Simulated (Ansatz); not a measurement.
Cu Kα1 powder pattern (kinematic, no thermal factors).
2θ (°) (relative intensity): 16.49 (14), 18.12 (100), 23.41 (6), 24.60 (20), 29.76 (13), 33.34 (53), 36.72 (14), 37.41 (4), 38.20 (62), 40.50 (9), 41.87 (10), 44.00 (7), 47.87 (19), 50.43 (23), 51.59 (26), 53.42 (8), 53.95 (1), 54.54 (2), 56.39 (5), 57.39 (4), 59.17 (2), 61.81 (13), 61.88 (2), 64.45 (2), 65.45 (3), 67.04 (4), 67.11 (11), 69.64 (3), 70.02 (6), 73.02 (9), 74.53 (3), 75.47 (2), 77.03 (8), 78.09 (2), 79.80 (8), 81.76 (6), 81.83 (2), 82.67 (13), 84.14 (2), 87.61 (7), 88.93 (1)

The pattern is computed from a structure relaxed with Ansatz 0.2.0, DFT PBE, scalar-relativistic, plane waves, PAW, and for the lanthanide a 4f-in-core norm-conserving potential. No spin polarisation. Its elements are F, Sm.

**Question.** Give the structure.

**Answer.** Sm3F2.
Space group P4/mmm (No. 123). a = 5.371 Å, b = 5.371 Å, c = 4.891 Å, α = 90.00°, β = 90.00°, γ = 90.00°
```csv
atom,site,symmetry,x,y,z
Sm,2e,mmm.,0.5000,0.0000,0.5000
Sm,1d,4/mmm,0.5000,0.5000,0.5000
F,2g,4mm,0.0000,0.0000,0.2645
```

A pattern alone doesn't exclude other cells with like lines; this is the one computed.

Another cell of Sm3F2 relaxed alike, in P4mm, lies 1.02 eV/atom lower, so this cell isn't the stable form at this level.

It was reached by relaxing an invented guess, and it needn't be the stable form of this composition.

The lanthanide is trivalent by construction, without f bands, f moments or other valences.
